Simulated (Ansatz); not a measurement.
## Equation of state of ZnPt

```
CELL_PARAMETERS angstrom
2.86400 0.00000 0.00000
0.00000 2.86400 0.00000
0.00000 0.00000 3.51000
ATOMIC_POSITIONS crystal
Zn 0.50000 0.50000 0.50000
Pt 0.00000 0.00000 0.00000
```

Conventional cell: a = 2.864 Å, b = 2.864 Å, c = 3.510 Å, α = 90.00°, β = 90.00°, γ = 90.00°. Zn (atom 1) is surrounded by 8 Pt at 2.68 Å and 4 Zn at 2.86 Å. Pt (atom 2) has 8 Zn at 2.68 Å and 4 Pt at 2.86 Å as nearest neighbours.

The cell comes from COD entry 1522602, which wasn't checked; take it as a given geometry.

No spin–orbit coupling, which matters for the heavy atoms here.

Methods: DFT, PBEsol, all-electron LAPW, scalar-relativistic (Ansatz 0.2.0); DFT, PBEsol, PAW with Ansatz's default frozen-core files, scalar-relativistic (Ansatz 0.2.0).

For LAPW: a Γ-centred 11×11×9 k mesh, Fermi–Dirac smearing of 0.05 eV, basis error target 0.25 meV/atom, no spin polarisation. PAW takes a cutoff of 420 eV at this cell (files made with PBE, cores remade for this functional). The Ansatz runs share mesh, smearing and spin set-up. Plane-wave (PAW) pressures include the program's estimate of the Pulay term.

The cell above is scaled evenly, with fractional coordinates and shape held.

Estimate the equilibrium volume and bulk modulus that full-potential LAPW gives for this fixed shape.

V0 = 13.95 Å³/atom, B0 = 203 GPa, B0′ = 5.2, from a third-order Birch–Murnaghan fit to these pressures:
```csv
V/V(cell),V (Å³/atom),"P, LAPW (GPa)","P, PAW (GPa)"
0.9400,13.532,6.73,6.71
0.9600,13.820,1.99,1.97
0.9800,14.107,-2.18,-2.20
0.9900,14.251,-4.07,-4.09
1.0000,14.395,-5.85,-5.87
1.0100,14.539,-7.51,-7.53
1.0200,14.683,-9.07,-9.09
1.0400,14.971,-11.91,-11.93
1.0600,15.259,-14.39,-14.41
```

PAW's V0 lies -0.01 % from the all-electron value and its B0 0.1 %. With shape and internal coordinates held, B0 is an upper bound to the relaxed modulus.
